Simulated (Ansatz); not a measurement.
Input:

Starting cell, Mo (bcc, W type):

```yaml
crystal:
  lattice:
    - [-3.16077, 3.16077, 3.16077]
    - [1.58038, -1.58038, 1.58038]
    - [1.58038, 1.58038, -1.58038]
  atoms:
    - { symbol: Mo, position: [0.00000, 0.00000, 0.00000] }
    - { symbol: Mo, position: [0.50000, 0.00000, 0.00000] }
```

A phonon eigenvector at N = (0.5, 0.0, 0.0) is frozen into this cell: atom i moves by Q times the vector below, so Q is the largest atomic displacement, in Å. The cell is held. (q is in reciprocal vectors of the primitive cell; the cell shown is doubled to hold the pattern.)

```csv
atom,x,y,z
Mo1,0.000,0.707,-0.707
Mo2,0.000,-0.707,0.707
```

These are PBE (plane waves to 420 eV, PAW, scalar-relativistic; Ansatz, a first-principles code) values and carry that method's errors. k mesh 21×21×21 (Γ-centred), Fermi-Dirac smearing 0.05 eV. The energy includes the smearing's −TS. With partly filled bands, energies and forces of such displacements shift with the k mesh and the smearing. Mo is run without spin polarisation. Mo was relaxed with its symmetry unable to fall. The PAW data are Ansatz's earlier set. The zero of ΔE is the undisplaced structure.

The scan covers Q from -0.180 to 0.180 Å in 13 points.

### Question
Which space group does the distorted structure have?

### Answer
Cmcm (No. 63), lowered from Im-3m.

### Question
Is this a single well or a double well?

### Answer
A single well with its minimum at or next to zero displacement.

### Question
What is the energy change at Q = 0.180 Å?

### Answer
358 meV/cell.

### Question
What harmonic wavenumber does the curvature at Q = 0 give?

### Answer
191 cm⁻¹.

(A displaced cell: forces are minus the slopes of the energy, force constants its curvatures, and phonons follow from these.)
